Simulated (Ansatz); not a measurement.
Relaxed LiH (rock salt):

```
LiH
1.0
    0.00000     4.00712     4.00712
    2.00356     2.00356     4.00712
    2.00356     2.00356     0.00000
H Li
2 2
Direct
  0.00000   0.00000   0.00000
  0.50000   0.00000   0.00000
  0.00000   0.50000   0.50000
  0.50000   0.50000   0.50000
```

The atoms are displaced by Q × the pattern below (from a DFPT mode at X = (0.5, 0.5, 0.0), largest move 1; Q in Å), at fixed cell. (q is in reciprocal vectors of the primitive cell; the cell shown is doubled to hold the pattern.)

| atom | x | y | z |
|---|---|---|---|
| H1 | 0.000 | 0.000 | 1.000 |
| H2 | 0.000 | 0.000 | -1.000 |
| Li3 | 0.000 | 0.000 | 0.024 |
| Li4 | 0.000 | 0.000 | -0.024 |

All values below come from PBE (plane waves to 420 eV, PAW, scalar-relativistic; Ansatz, a quantum-chemistry and plane-wave program). k mesh 14×14×14 (Γ-centred), Fermi-Dirac smearing 0.05 eV. Energies are smeared free energies. LiH was relaxed with its symmetry unable to fall. ΔE is measured from the undisplaced structure.

```csv
Q (Å),ΔE (meV/cell)
-0.180,130.7
-0.150,90.3
-0.120,57.6
-0.090,32.3
-0.060,withheld
-0.030,3.6
0.000,0.0
0.030,3.6
0.060,withheld
0.090,32.3
0.120,57.6
0.150,90.3
0.180,130.7
```

Question: Fit an even polynomial form (powers 2, 4) to the given rows and predict ΔE at Q = -0.060.

Answer: Least squares on the 11 given rows: ΔE = (3971)·Q² + (1929)·Q⁴, in meV/cell with Q in Å; root-mean-square residual 0.02 meV/cell. At -0.060 the fit gives 14.3 meV/cell; the calculation gives 14.3 meV/cell, the same to the digits shown. The quadratic term alone would give 14.3 meV/cell.

(For displaced atoms, the force is minus the slope of the energy, and its curvature is a force constant, which sets phonon frequencies.)
